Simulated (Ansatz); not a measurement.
Relaxed CdSe (zinc blende):

```
CdSe
1.0
    0.00000     6.13327     6.13327
    3.06664     0.00000     3.06664
    3.06664     3.06664     0.00000
Se Cd
2 2
Direct
  0.37500   0.75000   0.75000
  0.87500   0.75000   0.75000
  0.00000   0.00000   0.00000
  0.50000   0.00000   0.00000
```

Scan: atom 2 (Se, nearest neighbour Cd at 2.656 Å; its periodic images, 4.3 Å or more away, move with it) is displaced along Cartesian [110], direction (0.707, 0.707, 0.000) in Cartesian axes, by s. The other atoms stay.

These are r2SCAN (plane waves to 500 eV, PAW, scalar-relativistic; Ansatz, an electronic-structure program) values and carry that method's errors. k mesh 4×8×8 (Γ-centred), Fermi-Dirac smearing 0.05 eV. Energies are smeared free energies. CdSe was relaxed with its symmetry unable to fall. ΔE is measured from the undisplaced structure.

```csv
s (Å),ΔE (meV/cell)
-0.530,838
-0.424,withheld
-0.318,273
-0.212,118
-0.106,29
0.000,0
0.106,29
0.212,118
0.318,273
0.424,withheld
0.530,838
```

Question: Fit an even polynomial form (powers 2, 4) to the given rows and predict ΔE at s = 0.424.

Answer: Least squares on the 9 given rows: ΔE = (2545)·s² + (1560)·s⁴, in meV/cell with s in Å; root-mean-square residual 0.3 meV/cell. At 0.424 the fit gives 508 meV/cell; the calculation gives 508 meV/cell, the same to the digits shown. The quadratic term alone would give 458 meV/cell.

(A displaced cell: forces are minus the slopes of the energy, force constants its curvatures, and phonons follow from these.)
